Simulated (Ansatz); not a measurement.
Calculation log, Na (P6_3/mmc) (elastic constants by finite strains)

Level of theory: PBEsol, PAW on Ansatz 0.2.0's default frozen-core files (fitted under PBE), scalar-relativistic.

The cell comes from a PAW relaxation under the same functional.

The structure is one entry of a database and needn't be the stable phase.

Launched as:

```sh
ansatz run input.yaml --threads 1 --pin off --max-ram 2560MiB --backend cpu --events-out ev --progress --plain --runs-dir out
```

Input:

```yaml
crystal:
  lattice:
    - [3.71862098272, 0.0, 0.0]
    - [-1.85931049136, 3.22042023808, 0.0]
    - [0.0, 0.0, 6.0740300452]
  atoms:
    - { symbol: Na, position: [0.333333333333, 0.666666666667, 0.25] }
    - { symbol: Na, position: [0.666666666667, 0.333333333333, 0.75] }
kpoints:
  mp_grid: { grid: [14, 14, 8] }
scf:
  occupations: { method: fermi_dirac, width: 0.1 }
hamiltonian:
  xc: pbesol
  pseudopotentials: { kind: paw }
elastic:
  mode: relaxed_ion
  stencil: two_point
  amplitude: 0.003
```

The program printed:

```
Warning: RAYON_NUM_THREADS=1 ignored (pool sized by the plan → 1); use --threads N
Engine: ansatz 0.2.0, aarch64-unknown-linux-gnu
Pseudopotentials: kind: paw
Pseudopotential: Na, paw, valence charge 9, recommended cutoff 420 eV (normal), Na.paw.azcp
Functional definition: PBEsol
  exchange = pbesol_x
  correlation = pbesol_c
Crystal: 2 atoms, lattice volume = 72.740 Å³
Basis set: ecut = 420 eV, 1389 PW (Γ), exchange–correlation on 50×50×90 points (8 copies of the dense FFT grid, shifted against one another)
Bands: 13, of which v1, the nominal top of the filled ones, is band 9 counted from 1 (8 counted from 0)
Symmetry: 24 space group operations
Space group: P63/mmc (ITA 194), of the structure as read, at distance tolerance 4.2e-5 Å
k-points: 120 of 1568
Non-local potential: Na, projectors of the file, l = 0: 3, l = 1: 2, l = 2: 1
PAW form: soft (Blöchl's): semilocal exchange-correlation on the pseudo side does not see the compensation charge
PAW frozen core: Na, regenerated for the run's functional, and the local potential with it (the file was generated under x = pbe(κ = 0.804, μ = 0.2195149727645171), c = pbe(β = 0.06672455060314922))
PAW one-centre angular grid: Na, 110 points (default); XC on 64 Gauss nodes
Initial density: superposition of atomic densities (neutral atoms: chi_scale 0, normalization atom), corrected by the library's trained network
Initial wavefunctions: pseudopotential atomic-orbital guess
Functional: x = pbesol(κ = 0.804, μ = 0.12345679012345678), c = pbesol(β = 0.046)
SCF iter   1: F=—  HF=-2951.757349 eV  |F-HF|=—  |Δ(HF+E_count)|=         —  Δρ=1.64e-3  dr2=8.87e-4  ethr=1.77e-3  ⟨swp⟩=4.1  Hψ=7845  notcnv=0
preconditioner: auto → Kerker (q_TF=auto, 2.162 Å⁻¹)  [metal: Δε(μ)=0.001 eV  Ē_g=4.872 eV  σ=0.100 eV  W_gap=0.00  n_scr=10 (ndim 8)  ℏωp=6.2 eV  f_vac=0.000  D(μ)=0.91/eV (n_scr^D=2)]
SCF iter   2: F=—  HF=-2951.755937 eV  |F-HF|=—  |Δ(HF+E_count)|=   1.41e-3  Δρ=6.22e-4  dr2=1.89e-4  ethr=4.93e-6  ⟨swp⟩=2.7  Hψ=3569  notcnv=0
SCF iter   3: F=—  HF=-2951.755900 eV  |F-HF|=—  |Δ(HF+E_count)|=   3.70e-5  Δρ=1.76e-4  dr2=2.39e-5  ethr=1.05e-6  ⟨swp⟩=2.0  Hψ=2520  notcnv=0
SCF iter   4: F=—  HF=-2951.755914 eV  |F-HF|=—  |Δ(HF+E_count)|=   1.33e-5  Δρ=2.21e-4  dr2=1.43e-5  ethr=1.33e-7  ⟨swp⟩=2.0  Hψ=2520  notcnv=0
SCF iter   5: F=—  HF=-2951.755900 eV  |F-HF|=—  |Δ(HF+E_count)|=   1.41e-5  Δρ=3.63e-5  dr2=3.53e-7  ethr=7.95e-8  ⟨swp⟩=2.0  Hψ=2520  notcnv=0
SCF iter   6: F=—  HF=-2951.755900 eV  |F-HF|=—  |Δ(HF+E_count)|=   2.17e-8  Δρ=3.30e-6  dr2=5.82e-9  ethr=1.96e-9  ⟨swp⟩=2.0  Hψ=2620  notcnv=0
SCF iter   7: F=—  HF=-2951.755900 eV  |F-HF|=—  |Δ(HF+E_count)|=  8.74e-10  Δρ=1.11e-6  dr2=6.12e-10  ethr=3.23e-11  ⟨swp⟩=1.2  Hψ=1589  notcnv=0
SCF iter   8: F=—  HF=-2951.755900 eV  |F-HF|=—  |Δ(HF+E_count)|=  2.69e-10  Δρ=1.17e-7  dr2=1.17e-11  ethr=3.40e-12  ⟨swp⟩=2.0  Hψ=2520  notcnv=0
SCF iter   9: F=—  HF=-2951.755900 eV  |F-HF|=—  |Δ(HF+E_count)|=  1.18e-11  Δρ=3.00e-8  dr2=3.32e-13  ethr=6.47e-14 (applied; sched 1.00e-12)  ⟨swp⟩=2.5  Hψ=2566  notcnv=0
[... 133 lines left out ...]
iter 1 solved again at ethr=1.00e-12 eV; its pass at ethr=3.10e-3 eV (dr2=4.09e-12 eV) is discarded
SCF iter   1: F=—  HF=-2951.755894 eV  |F-HF|=—  |Δ(HF+E_count)|=         —  Δρ=1.07e-7  dr2=4.18e-12  ethr=1.00e-12  ⟨swp⟩=2.1  Hψ=36268  notcnv=0
SCF iter   2: F=—  HF=-2951.755894 eV  |F-HF|=—  |Δ(HF+E_count)|=   6.25e-7  Δρ=4.96e-8  dr2=4.24e-13  ethr=2.32e-14 (applied; sched 1.00e-12)  ⟨swp⟩=3.9  Hψ=13582  notcnv=0
SCF iter   3: F=—  HF=-2951.755894 eV  |F-HF|=—  |Δ(HF+E_count)|=  1.36e-12  Δρ=3.26e-8  dr2=2.15e-13  ethr=1.00e-12  ⟨swp⟩=3.7  Hψ=15618  notcnv=0
SCF iter   4: F=-2951.755894 eV  HF=-2951.755894 eV  |F-HF|=0.00e0  |Δ(HF+E_count)|=    0.00e0  Δρ=1.66e-8  dr2=8.94e-14  ethr=1.00e-12  ⟨swp⟩=2.0  Hψ=16858  notcnv=0
SCF 14 converged in 4 iterations: F = -2951.755894 eV  dr2 = 8.94e-14
SCF converged after 10 iterations
Free energy (F): -2951.755900 eV
Harris-Foulkes:  -2951.755900 eV  (|F-HF|=9.09e-13)
Internal energy: -2951.725802 eV  (E = F + TS)
E sigma→0 (E₀):  -2951.740851 eV
Entropy (-TS):   -0.030098 eV (-15.049 meV/atom)
Fermi energy:    1.794487 eV
--- Per-component energies (eV) ---
  E_band       = -478.484937
  E_kinetic    = 240.417395
  E_local      = -2874.889970  (includes V_loc(G=0)·N_el)
  E_nonlocal   = 231.743929
  E_hartree    = 1049.869866
  E_xc         = -75.328324
  E_vxc        = -97.366214  (∫ρ·V_xc dr)
  E_paw        = -506.902834  (= ΣΔE_a)
  E_vpaw       = -78.129769  (= ΣTr[D̂ρ^β])
  E_aug_tail   = -0.000041  (compensation charges beyond the density's cutoff)
  E_ewald      = -1016.745210
  E_core_change = 0.109388  (= ΣΔE_core)
  E_smearing   = -0.030098  (= −TS)
  E_closure    = -0.000000  (closes the sum)
  Σ components = -2951.755900   (vs F -2951.755900, Δ=0.00e0)
--- Forces (eV/Å), atoms counted from 1 ---
  atom   1  Na    -0.00000000    -0.00000000     0.00000000
  atom   2  Na     0.00000000     0.00000000     0.00000000
  max |Σ_I F_I| component: 5.42e-20 eV/Å
--- Stress (GPa, compression-positive) ---
        0.013032      -0.000000       0.000000
       -0.000000       0.013032       0.000000
        0.000000       0.000000       0.014446
  P = ⅓ Tr σ = 0.0135 GPa (0.135 kbar)
--- Elastic constants: 3 strain directions × 2 members + reference (group order 24) ---
  dense FFT box of the reference and of every strained cell: 25×25×45
  strains applied: 11, 33, 23; error gains: componentwise 1.00 (the most a stress slope's error grows in a printed constant), spectral 1.41 (1 for all six strains in a standard setting)
  C = ∂σ_k/∂η_j (tension-positive GPa; Voigt order 11 22 33 23 13 12):
        12.397      7.146      3.907      0.000      0.000      0.000
         7.146     12.397      3.907      0.000      0.000     -0.000
         3.910      3.910     15.838      0.000      0.000      0.000
         0.000      0.000      0.000      2.866     -0.000      0.000
         0.000      0.000      0.000      0.000      2.866      0.000
         0.000     -0.000      0.000      0.000      0.000      2.625
  reference stress σ⁰ (GPa):     -0.013     -0.013     -0.014     -0.000     -0.000      0.000
  C* (energy form; C + prestress term) asymmetry max|C*_kj − C*_jk| = 1.464e-3 GPa — a small one proves nothing (zero by symmetry where the batch's group is 432, −43m or m−3m); a large one is finite-difference/SCF noise where ...
  moduli (Voigt/Reuss/Hill, GPa): K = 7.84/7.84/7.84   G = 3.38/3.07/3.23   E = 8.51   ν = 0.319
  mechanically stable: yes (min eigenvalue of sym C = 2.63 GPa)
  strain η (Voigt 11):  stress-route row diagonal C_11 = 12.40 GPa, energy-path curvature d²(F+E_count+ΔE)/dδ²/Ω₀ = 12.38 GPa
         δ    σ_11 (GPa)             F (eV)   n_scf  n_hpsi   n_pw
    -3.000e-3      -0.0507       -2951.7558564       3   46574   1448   relax 3 steps, max|allowed force component| 7.19e-6 eV/Å
     3.000e-3       0.0237       -2951.7558923       3   46673   1448   relax 2 steps, max|allowed force component| 1.46e-5 eV/Å
  strain η (Voigt 33):  stress-route row diagonal C_33 = 15.84 GPa, energy-path curvature d²(F+E_count+ΔE)/dδ²/Ω₀ = 15.84 GPa
         δ    σ_33 (GPa)             F (eV)   n_scf  n_hpsi   n_pw
    -3.000e-3      -0.0622       -2951.7558475       7   28280   1448   relax 0 steps, max|allowed force component| 2.89e-19 eV/Å
     3.000e-3       0.0328       -2951.7558869       7   25073   1448   relax 0 steps, max|allowed force component| 2.80e-19 eV/Å
  strain η (Voigt 23):  stress-route row diagonal C_44 = 2.87 GPa, energy-path curvature d²(F+E_count+ΔE)/dδ²/Ω₀ = 2.89 GPa
         δ    σ_23 (GPa)             F (eV)   n_scf  n_hpsi   n_pw
    -3.000e-3      -0.0086       -2951.7558937       4   87417   1448   relax 1 steps, max|allowed force component| 9.11e-6 eV/Å
     3.000e-3       0.0086       -2951.7558937       4   87474   1448   relax 1 steps, max|allowed force component| 9.11e-6 eV/Å
```

Self-consistency was reached.

Strained cells:

Elastic constants of a crystal by Kohn-Sham DFT: slopes of the stress over finite engineering strains of the given cell, Voigt indices, Cartesian axes as in the input; stress of each strained cell less that at rest, tension positive.

```tsv
strain component	strain	stress xx (GPa)	stress yy (GPa)	stress zz (GPa)	stress yz (GPa)	stress xz (GPa)	stress xy (GPa)	relaxation steps
xx	-0.003	-0.0377	-0.0215	-0.0118	0	0	0	3
xx	0.003	0.0367	0.0214	0.0117	0	0	0	2
zz	-0.003	-0.0119	-0.0119	-0.0478	0	0	0	0
zz	0.003	0.0115	0.0115	0.0472	0	0	0	0
yz	-0.003	-0.0001	0	-0.0001	-0.0086	0	0	1
yz	0.003	-0.0001	0	-0.0001	0.0086	0	0	1
```

### Elastic moduli

Hill averages of a grain aggregate, Debye temperature from the mean sound speed over directions.

```json
{
  "Bulk modulus": "7.839 GPa",
  "Shear modulus": "3.227 GPa",
  "Young modulus": "8.512 GPa",
  "Poisson ratio": "0.319",
  "Bulk over shear modulus": "2.43",
  "Elastic anisotropy index": "0.508",
  "Least young modulus": "7.447 GPa",
  "Largest young modulus": "14.28 GPa",
  "Longitudinal sound speed": "3401 m/s",
  "Transverse sound speed": "1753 m/s",
  "Elastic debye temperature": "174.1 K",
  "Linear compressibility (x, y, z)": "42.76, 42.76, 42.03 1/TPa"
}
```

**Elastic constants**

| Item | Value |
| --- | --- |
| Pressure at rest | 0.014 GPa |
| Least elastic eigenvalue | 2.63 GPa |
| Elastically stable | yes |

| index | elastic (GPa) |
| --- | --- |
| 11 | 12.4 |
| 12 | 7.15 |
| 13 | 3.91 |
| 33 | 15.84 |
| 44 | 2.87 |

Limits of these numbers: frozen-core PAW files fitted under PBE, their cores solved anew for the functional of the run; responses of metals move with mesh and smearing; elastic stability says nothing of phonons or of other phases.

It took 2.6 min on 1 thread of Arm Neoverse V1, on a shared host, peak memory 0.62 GiB.
